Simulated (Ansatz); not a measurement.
This BaNd structure is the end of a relaxation. The cell was found from a structure generator's guess, not taken from experiment.

Computed with DFT PBE, scalar-relativistic, plane waves, PAW, and for the lanthanide a 4f-in-core norm-conserving potential (Ansatz). Cutoff 660 eV, Γ-centred mesh, Gaussian smearing, no spin polarisation.

```
Ba Nd
1.0
     0.00000    3.57180    3.57180
     3.57180    0.00000    3.57180
     3.57180    3.57180    0.00000
Ba Nd
1 1
Direct
  0.50000 0.50000 0.50000
  0.00000 0.00000 0.00000
```

The zero of energy is the elements' standard structures at the same level; no fitted shifts are applied.

Question: What space group does it have?

Answer: Fm-3m (No. 225), the rock salt type. Conventional cell: a = 7.144 Å. Around Ba lie 6 Nd at 3.57 Å; Nd is surrounded by 6 Ba at 3.57 Å.

Question: What is its formation energy per atom?

Answer: +0.75 eV/atom. A positive value: parting into the elements would lower its energy.

Question: Is it a metal?

Answer: Yes, bands cross the Fermi level on the 14×14×14 mesh.

The last run used a 14×14×14 mesh for its 2-atom cell and Gaussian smearing of 0.10 eV. Symmetry constrained the relaxation, so the result can be a saddle point. Another cell of BaNd relaxed alike, in Fd-3m, lies 0.49 eV/atom lower, so this cell isn't the stable form at this level.

The lanthanide is trivalent by construction, without f bands, f moments or other valences. The reference runs of the other elements, and any phases without the lanthanide, used 420 eV, which shifts energies against them by under 10 meV/atom. The lanthanide's reference is the lowest of its hcp, dhcp and fcc cells.
